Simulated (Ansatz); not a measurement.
Relaxed-ion elastic tensor of ZrGeS in space group P4/nmm (No. 129; Zr on 2c, Ge on 2a, S on 2c) in GPa (Voigt order), PBEsol in the plane-wave PAW code Ansatz; density 6.28 g/cm³, 17.27 Å³ per atom.

```
 238  87.6  72.2   0.0   0.0   0.0
87.6   238  72.2   0.0   0.0   0.0
72.2  72.2   248   0.0   0.0   0.0
 0.0   0.0   0.0  74.9   0.0   0.0
 0.0   0.0   0.0   0.0  74.9   0.0
 0.0   0.0   0.0   0.0   0.0   117
```

**Question.** Is the crystal mechanically stable?

**Answer.** Yes: the smallest eigenvalue of C is 74.9 GPa.

**Question.** Work out the Voigt, Reuss and Hill averages.

**Answer.** K_V = 132, K_R = 132, K_H = 132; G_V = 86.0, G_R = 83.5, G_H = 84.8 GPa.

**Question.** Give Young's modulus, Poisson's ratio, Pugh's ratio and the universal anisotropy index.

**Answer.** E = 9KG/(3K + G) = 209 GPa; ν = 0.24; K/G = 1.56 (brittle by the Pugh limit of 1.75); A_U = 5G_V/G_R + K_V/K_R − 6 = 0.15.

**Question.** Estimate the sound speeds and the Debye temperature.

**Answer.** v_l = √((K + 4G/3)/ρ) = 6250 m/s, v_t = √(G/ρ) = 3670 m/s, mean 4070 m/s; Θ = (h/k)(3n/4πV)^(1/3) v_m = 469 K.

**Question.** How much does each axis shrink under pressure?

**Answer.** Linear compressibilities β_i = Σ_j S_ij (j = 1 to 3): x 2.5, y 2.5, z 2.6 per TPa.

The first step of the workflow began from a Materials Project structure, measured or hypothetical; the Crystallography Open Database files this formula in space group No. 129, but the cells were not matched. Its standing as an ambient phase is unchecked. The cell was relaxed with PBEsol under the symmetry of its start; whether a distortion lowers the energy is not shown. No spin polarisation was allowed. As this level gives no gap, shear constants depend on the k-mesh and smearing (Fermi–Dirac, 0.1 eV here).

Potentials: the later of the program's two PAW sets.
